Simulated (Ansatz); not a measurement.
All numbers below come from DFT PBE, scalar-relativistic, plane waves, PAW in Ansatz 0.2.0. Settings: cutoff 420 eV, Γ-centred meshes spaced at most about 0.3 Å⁻¹, and about 0.25 Å⁻¹ or finer for metals (2π included), Gaussian smearing. No spin polarisation in the final relaxations.

These are static total energies at zero pressure.

Two forms of MgSi₃N₂ were relaxed alike.

A.

Space group R-3m:H (No. 166). a = 4.777 Å, b = 4.777 Å, c = 12.389 Å, α = 90.00°, β = 90.00°, γ = 120.00°
```csv
atom,site,symmetry,x,y,z
Mg,3a,-3m,0.0000,0.0000,0.0000
Si,3b,-3m,0.6667,0.3333,0.8333
Si,6c,3m,0.3333,0.6667,0.9636
N,6c,3m,0.0000,0.0000,0.8377
```

B.

Space group R-3m:H (No. 166). a = 4.738 Å, b = 4.738 Å, c = 14.686 Å, α = 90.00°, β = 90.00°, γ = 120.00°
| atom | site | symmetry | x | y | z |
| --- | --- | --- | --- | --- | --- |
| Mg | 3a | -3m | 0.0000 | 0.0000 | 0.0000 |
| Si | 9d | .2/m | 0.1667 | 0.8333 | 0.8333 |
| N | 6c | 3m | 0.0000 | 0.0000 | 0.7443 |

Question: Which form is favoured at zero pressure, and by what margin per atom?

Answer: B is lower, by 24 meV/atom. A has space group R-3m (No. 166), 13.6 Å³/atom and no gap on its mesh; B has space group R-3m (No. 166), 15.9 Å³/atom and no gap. The shortest distance is 1.67 Å (Si–N) in A and 1.89 Å (Si–N) in B. A holds Si–Si units of three or more atoms (shortest 2.52 Å); B holds Si–Si nets (shortest 2.37 Å). The lower one is the more open, so pressure narrows the difference. Even the lower one lies +0.60 eV/atom against the reference forms of the elements (uncorrected), so neither is stable at this level. In A, around Mg lie 2 N at 2.01 Å; Si on a site of symmetry -3m has 2 Si at 2.52 Å and 6 N at 2.76 Å; around N lie 1 Si at 1.67 Å, 1 Mg at 2.01 Å, 3 Si at 2.76 Å and 3 N at 2.76 Å; 1 more site not described. In B, around Mg lie 6 Si at 2.80 Å and 6 N at 2.96 Å; around Si lie 2 N at 1.89 Å, 4 Si at 2.37 Å and 2 Mg at 2.80 Å; N is surrounded by 3 Si at 1.89 Å and 3 Mg at 2.96 Å. Both come from invented guesses. A third cell relaxed alike, in Fmmm, lies 0.42 eV/atom below the lower of the two.

Cells relaxed within their symmetry can be saddle points.
